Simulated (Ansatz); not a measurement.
Input:

BeSe:
```cif
data_Be2Se2
_chemical_formula_sum 'Be2 Se2'
_space_group_name_H-M_alt 'P 1'
_space_group_IT_number 1
_cell_length_a 3.61512
_cell_length_b 3.61512
_cell_length_c 5.96395
_cell_angle_alpha 90.000
_cell_angle_beta 90.000
_cell_angle_gamma 120.000
loop_
_space_group_symop_operation_xyz
  'x, y, z'
loop_
_atom_site_label
_atom_site_type_symbol
_atom_site_fract_x
_atom_site_fract_y
_atom_site_fract_z
_atom_site_occupancy
Be1 Be 0.33333 0.66667 0.99936 1
Se1 Se 0.66667 0.33333 0.12564 1
Be2 Be 0.66667 0.33333 0.49936 1
Se2 Se 0.33333 0.66667 0.62564 1
```

This is the PBEsol-relaxed structure.

Question: All from the program Ansatz at the PBEsol level (PAW), unless another level is named. Predict the static dielectric constant ε0 (ions relaxed, cell fixed).

Answer: 7.52 (xx = yy), 7.95 (zz).

Question: Give the Born charges (a third of the trace).

Answer: Be +1.49, Se -1.49 e.

Question: Next, the largest static χ(2) component?

Answer: 9.6 pm/V.

Space group P6_3mc (wurtzite). The start of the workflow was typed in or built on a structure type; neither database checked (COD, Materials Project) lists it. COD files the formula under space group No. 216. Its standing as an ambient phase is unchecked. Symmetry was held in the PBEsol relaxation; whether a distortion lowers the energy is not shown. Spin–orbit coupling is left out wherever it is not named.

Potentials: the earlier of the program's two PAW sets. The files were generated under PBE; for other functionals the program regenerates the frozen cores, and for LDA and PBEsol the local potential too.
